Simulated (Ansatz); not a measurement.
Method: PBE, scalar-relativistic; no spin polarisation; PAW, 420 eV, Γ-centred 12×12×12 mesh, 0.05 eV Gaussian smearing; code Ansatz. The datasets are Ansatz's generated set soft_2.

A crystal of composition XP, relaxed at this level of theory, gives this pattern between 10° and 80°.

Cu Kα1 powder pattern (kinematic, no thermal factors).
```json
{"2θ (°)": "31.50", "relative intensity": "100"}
{"2θ (°)": "36.53", "relative intensity": "99"}
{"2θ (°)": "52.62", "relative intensity": "71"}
{"2θ (°)": "62.62", "relative intensity": "46"}
{"2θ (°)": "65.75", "relative intensity": "24"}
{"2θ (°)": "77.62", "relative intensity": "12"}
```

Which lattice and cell does the pattern come from?

Cubic, space group Fm-3m (No. 225), a = 4.916 Å, b = 4.916 Å, c = 4.916 Å, α = 90.00°, β = 90.00°, γ = 90.00°. The line positions fix the lattice at most, not the space group, and lines under 1 % of the strongest aren't listed; this is the group of the computed cell.

The calculation on XP, where X is one element, gave:

* Band gap: zero (metallic)
* Density of states at the Fermi level: about 0.7 states/(eV·atom)
* Bader charges: X 0.58; P -0.58 e
* Formation energy from the elements (0 K, uncorrected): 0.61 eV/atom (unstable against the elements)
* Bulk modulus (Birch–Murnaghan): 217 GPa
* Pressure derivative B0′: 4.5

Sites: X on 4b, P on 4a.

Which element is X?
A. Os
B. Re
C. Ir
D. Ta

B. X is Re, so the compound is ReP.

The start was a prototype's sites filled with these elements, not a measured cell.

Scalar-relativistic only: spin–orbit splittings of the heavy atoms' levels are missing. A displaced or strained copy of the relaxed cell lay 3.0 meV/atom lower, so the structure isn't a true minimum at this level, unless the mesh, which matters in a metal, makes it so.
